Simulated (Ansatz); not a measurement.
In DFT-LDA in the program Ansatz with PAW potentials, CdSiP$_{2}$ in the chalcopyrite structure (I-42d) relaxes to a = 5.586 Å, c = 10.460 Å. Cd has 4 nearest neighbours from 2.51 Å (tetrahedral); Si has 4 nearest neighbours from 2.24 Å (tetrahedral). Against the elements it lies at -0.21 eV/atom, with no fitted shifts.

It is gapped at this level: 1.20 eV (direct). The valence maximum lies at Γ and the conduction minimum at Γ. Electrons at the band edge weigh 0.26, 0.26, 0.77 mₑ (principal values). The hole mass is 0.15, 0.41, 0.41 mₑ (principal values).

An equation-of-state fit gives a bulk modulus of 87.8 GPa. The relaxed-ion elastic constants in GPa are C11 = 131, C12 = 66.0, C13 = 70.6, C33 = 117, C44 = 57.0, C66 = 56.2. The elastic constants imply a Debye temperature near 392 K. Perturbation theory gives ε∞ = 11.3 (xx = yy), 11.0 (zz). Letting the ions move raises it to ε0 = 13.4 (xx = yy), 13.1 (zz). Born charges are Cd +1.81, Si +2.31, P -2.06 e. Without the LO–TO term the highest mode at Γ lies at 482 cm^-1.

Symmetry was held in the LDA relaxation. The references are the lowest solids computed at this level, not always the standard phases. Scalar-relativistic: spin–orbit coupling is off unless named, which matters more the heavier the elements.

Potentials: the later of the program's two PAW sets.
